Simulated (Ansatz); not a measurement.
Ansatz (a quantum-chemistry and plane-wave program) input:

Ansatz 0.2 input:
```yaml
crystal:
  lattice:
    - [-1.8719996023, 1.8719996023, 4.5324874677]
    - [1.8719996023, -1.8719996023, 4.5324874677]
    - [1.8719996023, 1.8719996023, -4.5324874677]
  atoms:
    - { symbol: Pd, position: [0.75, 0.25, 0.5] }
    - { symbol: Pd, position: [0.25, 0.75, 0.5] }
    - { symbol: Ca, position: [0.0, 0.0, 0.0] }
kpoints:
  mp_grid: { grid: [15, 15, 15] }
basis: { xc_grid: 2, fft_grid_basis: typed }
hamiltonian:
  xc: pbesol
  pseudopotentials: { kind: paw }
scf:
  occupations: { method: gaussian, width: 0.1 }
checkpoint: { read: metal.run }
output: { write_density: true, elf: true, volumetric_format: npy }
```

Output (shortened):

```
Pseudopotential: Pd, paw, valence charge 18
Pseudopotential: Ca, paw, valence charge 10
Functional definition: PBEsol
Crystal: 3 atoms, lattice volume = 63.534 Å³
Basis set: ecut = 420 eV, 1259 PW (Γ), exchange–correlation on 72×72×72 points (8 copies of the dense FFT grid, shifted against one another)
Bands: 28, of which v1, the nominal top of the filled ones, is band 23 counted from 1 (22 counted from 0)
Symmetry: 16 space group operations
Space group: I4/mmm (ITA 139), of the structure as read, at distance tolerance 4.0e-5 Å
k-points: 288 of 3375
Stability of the state it starts from, as read at its close in the unpolarized treatment …
iter 1 solved again at ethr=6.85e-6 eV; its pass at ethr=3.10e-3 eV (dr2=3.15e-3 eV) is discarded
SCF iter   1: F=—  HF=-15608.003744 eV  |F-HF|=—  |Δ(HF+E_count)|=         —  Δρ=9.27e-6  dr2=1.87e-8  ethr=6.85e-6  ⟨swp⟩=2.1  Hψ=49949  notcnv=0
preconditioner: auto → LDOS
SCF iter   2: F=—  HF=-15608.003753 eV  |F-HF|=—  |Δ(HF+E_count)|=   9.54e-6  Δρ=1.18e-5  dr2=4.02e-8  ethr=4.05e-11  ⟨swp⟩=5.9  Hψ=34222  notcnv=0
SCF iter   3: F=-15608.003753 eV  HF=-15608.003753 eV  |F-HF|=3.30e-9  |Δ(HF+E_count)|=   1.13e-8  Δρ=5.18e-6  dr2=6.23e-9  ethr=4.05e-11  ⟨swp⟩=1.0  Hψ=23079  notcnv=0
SCF 1 converged in 3 iterations: F = -15608.003753 eV  dr2 = 6.23e-9
SCF converged after 3 iterations
Free energy (F): -15608.003753 eV
Harris-Foulkes:  -15608.003753 eV  (|F-HF|=3.30e-9)
Internal energy: -15607.996760 eV  (E = F + TS)
E sigma→0 (E₀):  -15608.000257 eV
Entropy (-TS):   -0.006994 eV (-2.331 meV/atom)
Fermi energy:    12.023629 eV
--- Per-component energies (eV) ---
  E_band       = -636.529473
  E_kinetic    = 1311.870069
  E_local      = -6094.286975  (includes V_loc(G=0)·N_el)
  E_nonlocal   = 503.488701
  E_hartree    = 2481.966057
  E_xc         = -471.653616
  E_vxc        = -593.228476  (∫ρ·V_xc dr)
  E_paw        = -8208.572197  (= ΣΔE_a)
  E_vpaw       = -728.307906  (= ΣTr[D̂ρ^β])
  E_aug_tail   = 0.000365  (compensation charges beyond the density's cutoff)
  E_ewald      = -5131.533007
  E_core_change = 0.723843  (= ΣΔE_core)
  E_smearing   = -0.006994  (= −TS)
  E_closure    = 0.000000  (closes the sum)
  Σ components = -15608.003753   (vs F -15608.003753, Δ=0.00e0)
  [band-id]    e_kinetic+e_local+e_nonlocal+2·e_hartree+e_vxc+e_vpaw+e_augmentation_tail = -636.532107   (vs E_band -636.529473, Δ=-2.63e-3)
--- Band table (eV; the first three rows and the last of 288) ---
  k-point 0: bands = ["-71.7351", "-71.6732", "-37.6264", "-37.6264", "-37.4990", "-37.4334", "-37.3299", "-37.3299", "-28.2276", "-9.3455", "-9.3455", "-9.3166", "6.5068", "7.7268", "7.7579", "8.3456", "9.1699", "9.1699", "10.7207", "10.9445", "10.9445", …
  k-point 1: bands = ["-71.7338", "-71.6746", "-37.6280", "-37.6126", "-37.4975", "-37.4348", "-37.3446", "-37.3287", "-28.2268", "-9.3511", "-9.3501", "-9.3159", "6.6277", "7.8064", "7.8270", "8.4049", "9.1261", "9.2385", "10.6752", "10.8027", "10.9599", …
  k-point 2: bands = ["-71.7300", "-71.6783", "-37.6325", "-37.5735", "-37.4934", "-37.4388", "-37.3859", "-37.3254", "-28.2244", "-9.3669", "-9.3632", "-9.3138", "6.9580", "8.0392", "8.0412", "8.5871", "9.0054", "9.4390", "10.4394", "10.5534", "10.9899", …
  k-point 287: bands = ["-71.7344", "-71.6739", "-37.6235", "-37.6232", "-37.4993", "-37.4339", "-37.3334", "-37.3332", "-28.2240", "-9.3473", "-9.3411", "-9.3400", "7.2818", "7.5539", "7.8113", "8.9291", "8.9438", "9.8811", "9.9672", "9.9874", "11.0119", …
```

Cost: roughly 11 core-seconds on shared cores.

The workflow started from an entry of the Crystallography Open Database (COD). Whether it is the stable phase at ambient conditions was not checked. The PBEsol relaxation kept the symmetry of its start; its stability against distortions is not shown here. No spin polarisation was allowed. The volume moved by -23 % from the start of the relaxation. The volume fell by over 15 % from the filed cell, which may lack light atoms or belong to other conditions. Scalar-relativistic: spin–orbit coupling is off unless named, which matters more the heavier the elements.

Potentials: the later of the program's two PAW sets.

Ansatz is a plane-wave DFT program.
